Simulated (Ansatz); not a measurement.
BaCd₂Ge₂:
```xyz
5
Lattice="-2.3313 2.3313 5.5823 2.3313 -2.3313 5.5823 2.3313 2.3313 -5.5823" Properties=species:S:1:pos:R:3 pbc="T T T"
Ge     0.0000     0.0000     4.3126
Ge     0.0000     0.0000     6.8519
Cd     0.0000     2.3313     2.7911
Cd     2.3313     0.0000     2.7911
Ba     0.0000     0.0000     0.0000
```

Relaxed with PBEsol. Special points in fractions of this cell's reciprocal vectors: Γ (0.000, 0.000, 0.000); X (0.000, 0.000, 0.500); P (0.250, 0.250, 0.250); N (0.000, 0.500, 0.000); M (0.500, 0.500, -0.500); S (0.294, 0.706, -0.294); S0 (-0.294, 0.294, 0.294); R (-0.087, 0.087, 0.500); G (0.500, 0.500, -0.087).

Question: List the band energies nearest the Fermi level at these points for DFT-PBEsol with spin–orbit coupling in the program Ansatz with PAW potentials.

Answer: In eV from the Fermi level; about four levels below and three above (degenerate sets whole), none deeper than 8.9 eV; points with the same levels are listed once.

```csv
k,below,above
Γ,-0.23 -0.23 -0.10 -0.10,1.76 1.76 2.26 2.26
X,-2.14 -2.14 -1.97 -1.97,0.55 0.55 2.08 2.08
P,-2.03 -2.03 -0.28 -0.28,2.96 2.96 2.99 2.99
N,-0.17 -0.17 -0.03 -0.03,0.84 0.84 1.73 1.73
M,-1.23 -1.23 -0.67 -0.67,0.49 0.49 0.86 0.86
S,-2.05 -2.05 -1.98 -1.98,0.33 0.33 0.92 0.92
R,-2.29 -2.29 -1.84 -1.84,0.52 0.52 2.05 2.05
```

Space group I4/mmm. The workflow started from an entry of the Crystallography Open Database (COD, 298 K). Its standing as an ambient phase is unchecked. Symmetry was held in the PBEsol relaxation; its stability against distortions is not shown here.

Potentials: the later of the program's two PAW sets.
